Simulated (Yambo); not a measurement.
G0W0@PBEsol for RhCuO₂ (space group R-3m, No. 166) in Yambo. Reference settings: 4×4×4 Γ-centred k mesh, bands 9 to 101 and a 8 Ry block in the screening, 101 bands in G with the Bruneval-Gonze terminator, plasmon pole fitted at 27.2 eV. The PBEsol gap F → (0.25, -0.5, -0.5) on this mesh is 1.18 eV; G0W0 gaps are taken between the same points.

The settings were changed. The gap went from 1.91 eV to 1.76 eV, and the shift of the valence edge from 0.00 eV to 0.58 eV.

**Question.** What was changed between the two runs?
A. 47 bands in G, no terminator
B. 47 bands in G
C. no terminator
D. wavefunctions cut at 25 Ry

**Answer.** D, wavefunctions cut at 25 Ry. The others gave (gap, valence shift): no terminator: 1.92, 0.20 eV; 47 bands in G: 1.93, -0.02 eV; 47 bands in G, no terminator: 1.98, 0.58 eV.

Spin-orbit coupling is not included.

Geometry relaxed with PBEsol; primitive cell a = b = c = 5.910 Å, α = β = γ = 30.12°.

A shift is the quasiparticle energy of the state minus its PBEsol energy.
